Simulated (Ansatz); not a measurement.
Theory: DFT PBE, scalar-relativistic, plane waves, PAW in Ansatz 0.2.0. Cutoff 420 eV, Γ-centred meshes of about 0.25 Å⁻¹ or finer for metals and 0.3 Å⁻¹ for insulators (2π included), Gaussian smearing. Collinear spin where magnetic atoms keep a moment.

Structures of Al₄Co, relaxed with PBE:

A. (no moments)

```
Al Co
1.0
     4.16925    0.00000    0.00000
     0.00000    4.16925    0.00000
     0.00000    0.00000    8.98203
Al Co
8 2
Direct
  0.00000 0.00000 0.00000
  0.50000 0.50000 0.00000
  0.00000 0.50000 0.48473
  0.50000 0.00000 0.51527
  0.00000 0.00000 0.29392
  0.50000 0.50000 0.29392
  0.50000 0.50000 0.70608
  0.00000 0.00000 0.70608
  0.00000 0.50000 0.17570
  0.50000 0.00000 0.82430
```

B. (no moments)

```
Al Co
1.0
     3.64475    2.10430    3.36618
    -3.64475    2.10430    3.36618
     0.00000   -4.20860    3.36618
Al Co
8 2
Direct
  0.25000 0.25000 0.25000
  0.75000 0.75000 0.75000
  0.63395 0.86605 0.25000
  0.25000 0.63395 0.86605
  0.86605 0.25000 0.63395
  0.36605 0.13395 0.75000
  0.75000 0.36605 0.13395
  0.13395 0.75000 0.36605
  0.00000 0.00000 0.00000
  0.50000 0.50000 0.50000
```

With PBE the energies per atom relative to A are: B +57 meV.

Task: What do the differences become with r2SCAN (500 eV) at these PBE geometries?

Result: The order stays A < B.

| cell | group | coarse PBE screen (meV/atom, to 10) | PBE, fine mesh (meV/atom) | r2SCAN at the PBE cell (meV/atom) | r2SCAN pressure (GPa) | gap PBE (eV) | gap r2SCAN (eV) |
| --- | --- | --- | --- | --- | --- | --- | --- |
| A | P4/nmm | 0 | 0 | 0 | -2.9 | 0.00 | 0.00 |
| B | R-3c | 90 | 57 | 93 | -2.8 | 0.00 | 0.00 |

Energies count from A, gaps are read on the mesh, and pressure is positive in compression.

Trial moments fell under 0.15 μB along the way in P4/nmm and R-3c; another start might hold them. With atoms moved at random, A and B came back.
